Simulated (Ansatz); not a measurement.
Method: DFT PBE, scalar-relativistic, plane waves, PAW (Ansatz). All cells share a 420 eV cutoff and Γ-centred k meshes spaced about 0.3 Å⁻¹ or finer (0.25 for metals, 2π included). No spin polarisation.

Temperature and zero-point effects are left out.

Compare these two cells of Be5Te2, each relaxed at this level.

A.

```xyz
7
Lattice="3.8391 0.0000 0.0000 -1.9195 3.3247 0.0000 0.0000 0.0000 9.7369" Properties=species:S:1:pos:R:3 pbc="T T T"
Be    0.0000    0.0000    0.0000
Be    1.9195    1.1082    9.6557
Be    0.0000    2.2165    0.0811
Be    1.9195    1.1082    4.0835
Be    0.0000    2.2165    5.6534
Te    0.0000    2.2165    3.1008
Te    1.9195    1.1082    6.6360
```

B.

```xyz
7
Lattice="1.9319 1.1154 9.7332 -1.9319 1.1154 9.7332 0.0000 -2.2308 9.7332" Properties=species:S:1:pos:R:3 pbc="T T T"
Be    0.0000    0.0000    8.4442
Be    0.0000    0.0000   20.7554
Be    0.0000    0.0000   14.5998
Be    0.0000    0.0000   24.5239
Be    0.0000    0.0000    4.6757
Te    0.0000    0.0000    2.0186
Te    0.0000    0.0000   27.1810
```

Question: Which would you expect to be lower, and how large is the difference?

Answer: A is lower, by 92 meV/atom. A has space group P-3m1 (No. 164), 17.8 Å³/atom and no gap on its mesh; B has space group R-3m (No. 166), 18.0 Å³/atom and no gap. Counting Be atoms around Te (those within 1.25 times the shortest such distance or 1.15 times the sum of covalent radii, 1.27 where that leaves under three; a plus sign parts nearer from farther groups), A has Te 4+1 and B has Te 3+1. Even the lower one lies +0.19 eV/atom against the reference forms of the elements (uncorrected), so neither is stable at this level. Both come from trial cells of a structure search, whose lowest cell (R3, 16.1 Å³/atom) lies 129 meV/atom below the lower of the two.

These runs have no spin–orbit coupling, which can matter for Te. With atoms moved at random, A came back. B had no clear such test and can be a saddle point. Some types were kept out of the candidates beforehand, so the set may lack a known form.
